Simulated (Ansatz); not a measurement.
Values for one crystal, relaxed and computed with r²SCAN (plane waves, PAW; program Ansatz); other levels are named.

```yaml
volume_per_atom: 21.00 Å³
electronic_character: metallic (no gap)
Bulk modulus (Birch–Murnaghan fit): 13.1 GPa
mechanical_stability: stable (all eigenvalues of C positive)
highest_zone_centre_frequency: 332 cm⁻¹
zone_centre_stability: no imaginary mode at Γ
Density of states at the Fermi level: 0.39 states/eV per atom (mean over ±0.08 eV)
```

Problem. Which of these materials gives this?
A) Li, bcc (W type)
B) Ti, bcc (W type)
C) Ir, bcc (W type)
D) Ru, bcc (W type)

Solution. A, Li, bcc (W type)

Space group Im-3m (bcc (W type)). Symmetry was held in the r²SCAN relaxation. As this level gives no gap, phonon frequencies hold no LO–TO term and depend on the k-mesh and smearing (Fermi–Dirac, 0.1 eV here). Point labels and valley counts follow the cell and symmetry of the run, lower than the named group.

Potentials: the earlier of the program's two PAW sets. The files were generated under PBE; for other functionals the program regenerates the frozen cores, and for LDA and PBEsol the local potential too.
